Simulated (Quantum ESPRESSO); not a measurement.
## One change at a time to AgInRh2W4

Calculated results; nothing here was measured. They come from Quantum ESPRESSO 7.5, a public plane-wave density functional program. Each row is one single-point run on a made-up periodic cell of eight metal atoms, with elements, volume, strain and displacements drawn at random and not relaxed, so a cell may be unstable or far from any real phase. There is no spin polarisation or spin-orbit coupling.

Settings: PBE unless stated; PseudoDojo standard norm-conserving files; Fermi-Dirac width 0.25 eV, which means electrons at about 2900 K; cutoff 1197 eV; 9 x 5 x 3 k mesh shifted half a step off Gamma. E is the free energy of the whole cell (internal energy minus TS), so a -TS column is already part of it. Stress is positive in tension, and the pressure P is minus a third of its trace.

Checks: one run of this series was repeated at a higher cutoff and on a denser mesh, which moved values by no more than 0.003 eV, 0.06 GPa and 0.007 eV/Å, and a second program with other atomic files agreed on it to 2 % rms in force and 0.5 GPa in pressure. Known limits: heavy elements are run without spin-orbit coupling, which real alloys of them have; a spin test at this wide smearing found no moment, but such smearing suppresses magnetism that the real alloy may have.

The lattice is hexagonal close-packed, and the cell vectors in Å are (2.797, -0.022, -0.023); (1.456, -2.415, -4.624); (1.381, 7.097, -4.570), a volume of 122.34 Å³ in run 1. The elements on sites 1 to 8 are Rh W W In Ag Rh W W. Each later run makes one change to run 1 and keeps the rest. E is counted from run 1, and is n/a where other atomic files have another zero of energy.

| run | change | V (Å³) | P (GPa) | -TS (eV) | rms force (eV/Å) | largest change of a force component (eV/Å) | E (eV) |
|---|---|---|---|---|---|---|---|
| 1 | none | 122.34 | 21.67 | -1.305 | 1.766 | 0.000 | 0.000 |
| 2 | sites 4 and 5 exchanged | 122.34 | 21.81 | -1.281 | 1.947 | 1.540 | 0.037 |
| 3 | all lengths scaled by +0.65 % | 124.75 | 15.87 | -1.338 | 1.662 | 0.248 | ? |
| 4 | PBEsol in place of PBE | 122.34 | 12.65 | -1.306 | 1.695 | 0.191 | n/a |
| 5 | Mg on site 7 | 122.34 | 20.56 | -1.146 | 1.544 | 2.341 | n/a |
| 6 | site 7 moved by +0.13 Å along y | 122.34 | 23.88 | -1.298 | 2.260 | 2.776 | 0.783 |

## Worked estimate

Along a uniform scaling dE = -P dV. The mean of the two pressures is 18.770 GPa and the volume changes by 2.41 Å³, with 160.2 GPa to one eV/Å³. The same two rows give -V dP/dV = 297 GPa for this cell with clamped atoms, which is not the bulk modulus of a real alloy.

## Withheld value

Question: what E should run 3 give?

The estimate is -0.282 eV. The calculation gave -0.281 eV.
